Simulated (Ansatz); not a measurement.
Relaxed bulk Ca:

```
Ca
1.0
     0.00000    2.78441    2.78441
     2.78441    0.00000    2.78441
     2.78441    2.78441    0.00000
Ca
1
Direct
  0.00000 0.00000 0.00000
```

Miller indices refer to the conventional cell of Fm-3m (No. 225), a = 5.569 Å, b = 5.569 Å, c = 5.569 Å, α = 90.00°, β = 90.00°, γ = 90.00°.

The (100) slab of 4 planes, 8.4 Å thick with 15 Å of vacuum as cut; outer planes Ca (top) and Ca (bottom).

These are results of DFT r2SCAN, scalar-relativistic, plane waves, PAW in Ansatz, not measurements. Settings: cutoff 500 eV, Γ-centred mesh 9×9×1 on the computed 4-atom cell, Gaussian smearing of 0.10 eV; no spin polarisation. A dipole correction removes the field between periodic images along c.

Results for the relaxed slab:

- Surface energy (mean of both faces): 0.49 J/m²
- Work function: 2.81 eV

Relaxation lowers the energy by 0.003 J/m² a face; the largest move is 0.078 Å.

```json
{"plane (bottom to top)": "1", "atoms": "Ca", "spacing to next, bulk (Å)": "2.784", "relaxed (Å)": "2.707", "change (%)": "-2.8"}
{"plane (bottom to top)": "2", "atoms": "Ca", "spacing to next, bulk (Å)": "2.784", "relaxed (Å)": "2.782", "change (%)": "-0.1"}
{"plane (bottom to top)": "3", "atoms": "Ca", "spacing to next, bulk (Å)": "2.784", "relaxed (Å)": "2.707", "change (%)": "-2.8"}
{"plane (bottom to top)": "4", "atoms": "Ca", "spacing to next, bulk (Å)": "", "relaxed (Å)": "", "change (%)": ""}
```